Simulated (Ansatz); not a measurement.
**Collinear states of WS**

Method: DFT PBE+U, scalar-relativistic, plane waves, PAW (Ansatz).

```
W S
1.0
     0.00000    2.74198    2.74198
     2.74198    0.00000    2.74198
     2.74198    2.74198    0.00000
W S
1 1
Direct
  0.00000 0.00000 0.00000
  0.50000 0.50000 0.50000
```

| Property | Result |
| --- | --- |
| plane-wave cutoff | 420 eV |
| Γ-centred k-mesh | 14×14×14 |
| occupation rule | Gaussian smearing, 0.1 eV |
| U_eff on Löwdin-orthogonalised atomic d orbitals | W 6.2 eV |
| list of starting moments (μB, in atom order) | 1 0 |
| check for lower electronic states after the SCF | on |

All runs keep this geometry, which isn't relaxed for the lowest state (largest force there 0.000 eV/Å, pressure -1.5 GPa; forces reach 0.74 eV/Å in another state) and needn't be a stable compound; relaxing each order would shift the differences by some 150 meV/atom, going by the pressures and a bulk modulus of about 150 GPa. A propagation vector, in units of the reciprocal vectors, doubles the cell, which takes an equally dense mesh. The large starts are 2.5 0 μB. The small starts are 0.5 0 μB. Spin–orbit coupling is left out, which for heavy magnetic ions can matter as much as these differences. Site moments are spin moments in atom-centred spheres that scale with the neighbour distance. The states are those that the runs reached from these starts; a lower one can exist.

| start | ends | energy above lowest (meV/atom) | site moments (μB) | gap on mesh (eV) | P (GPa) |
| --- | --- | --- | --- | --- | --- |
| no spin | non-magnetic | 1862 | none over 0.05 | metal | -18.5 |
| ferromagnetic | ferromagnetic | 55.7 | W +2.97, S -0.14 | metal | 0.0 |
| large parallel starting moments | ferromagnetic | 55.7 | W +2.97, S -0.14 | metal | 0.0 |
| antiferromagnetic, doubled cell, propagation vector (0, 0, 1/2) | ferrimagnetic | 262 | W +2.95, W -2.67 | metal | -2.2 |
| antiferromagnetic, doubled cell, propagation vector (0, 1/2, 1/2) | antiferromagnetic | 0.00 | W +2.90, W -2.90 | metal | -1.5 |
| small parallel starting moments | ferromagnetic | 55.7 | W +2.97, S -0.14 | metal | 0.0 |

Cost: 6 runs of about 29 core-minutes in all, on Arm Neoverse V2 (shared hosts).